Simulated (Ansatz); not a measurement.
ScOF:
```
CELL_PARAMETERS angstrom
      3.57757     0.00000     0.00000
      0.00000     3.57757     0.00000
      0.00000     0.00000     5.09461
ATOMIC_POSITIONS crystal
  Sc 0.50000 0.00000 0.70723
  Sc 0.00000 0.50000 0.29277
  O  0.00000 0.00000 0.50000
  O  0.50000 0.50000 0.50000
  F  0.50000 0.50000 0.00000
  F  0.00000 0.00000 0.00000
```

x, y and z are the axes in which the lattice vectors are written.

**Question.** Give the high-frequency dielectric tensor and the Born effective charge tensors of the independent atoms from DFPT, PBEsol (plane waves, PAW; program Ansatz).

**Answer.** 
ε∞:
```
4.24  0.00  0.00
0.00  4.24  0.00
0.00  0.00  3.42
```
Z* of atom 1 (Sc), rows: field, columns: displacement, in e:
```
4.05  0.00  0.00
0.00  4.05  0.00
0.00  0.00  3.19
```
Z* of atom 3 (O), rows: field, columns: displacement, in e:
```
-2.77   0.00   0.00
 0.00  -2.77   0.00
 0.00   0.00  -1.54
```
Z* of atom 5 (F), rows: field, columns: displacement, in e:
```
-1.28   0.00   0.00
 0.00  -1.28   0.00
 0.00   0.00  -1.65
```

Space group P4/nmm. The workflow started from a Materials Project entry (that database holds measured and hypothetical structures alike); the Crystallography Open Database copy checked does not list it. Whether it is the stable phase at ambient conditions was not checked. Symmetry was held in the PBEsol relaxation. At this level the phase is dynamically unstable (imaginary phonons). The run is not spin-polarised.

Potentials: the later of the program's two PAW sets.
